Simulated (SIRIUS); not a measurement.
Band structure of PbSe (Fm-3m, 2 atoms in the cell; from Materials Project mp-2201).

```
PbSe
1.0
    0.00000     3.09083     3.09083
    3.09083     0.00000     3.09083
    3.09083     3.09083     0.00000
Pb Se
1 1
Direct
  0.00000   0.00000   0.00000
  0.50000   0.50000   0.50000
```

All values come from this method and carry its errors: PBE, FP-LAPW (LAPW with two local orbitals a valence shell; core below -3 Ha), all-electron full potential with ZORA scalar-relativistic valence and Dirac core in SIRIUS.

Settings: parameters.ngridk = 6 6 6; basis = LAPW with two local orbitals a valence shell, core below -3 Ha; unit_cell.atom_type_rmt = {Pb: 2.4, Se: 2.4} bohr; parameters.xc_functionals = [XC_GGA_X_PBE, XC_GGA_C_PBE]; parameters.aw_cutoff = 7; parameters.pw_cutoff = 16 1/bohr; parameters.smearing = gaussian; parameters.smearing_width = 0.00183747 Ha; parameters.electronic_structure_method = full_potential_lapwlo; parameters.lmax_apw = 8; parameters.lmax_rho = 8; parameters.lmax_pot = 8; parameters.auto_rmt = 0; parameters.num_fv_states = 21.

Spin-orbit coupling is left out, which matters for bands and gaps with elements this heavy. The structure comes from a collection of computed structures, made at another level of theory; the collection holds predicted forms beside known ones. Values depend on the basis (sphere radii, cutoffs, local orbitals), which need not be converged.

Points are given in units of this cell's reciprocal vectors. Levels in eV from the Fermi level, bands 12 to 19:
| point | 12 | 13 | 14 | 15 | 16 | 17 | 18 | 19 |
|---|---|---|---|---|---|---|---|---|
| Γ (0 0 0) | -6.56 | -1.93 | -1.93 | -1.93 | 4.42 | 4.42 | 4.42 | 6.56 |
| X (0.5 0 0.5) | -7.55 | -4.91 | -3.23 | -3.23 | 3.75 | 5.29 | 5.29 | 5.73 |
| W (0.5 0.25 0.75) | -8.13 | -4.19 | -4.19 | -0.91 | 1.72 | 4.78 | 4.78 | 7.55 |
| K (0.375 0.375 0.75) | -8.14 | -4.52 | -2.74 | -2.45 | 3.21 | 3.79 | 5.19 | 5.76 |
| L (0.5 0.5 0.5) | -8.85 | -1.52 | -1.52 | -0.19 | 0.19 | 1.57 | 1.57 | 8.38 |
| U (0.625 0.25 0.625) | -8.14 | -4.52 | -2.74 | -2.45 | 3.21 | 3.79 | 5.19 | 5.76 |
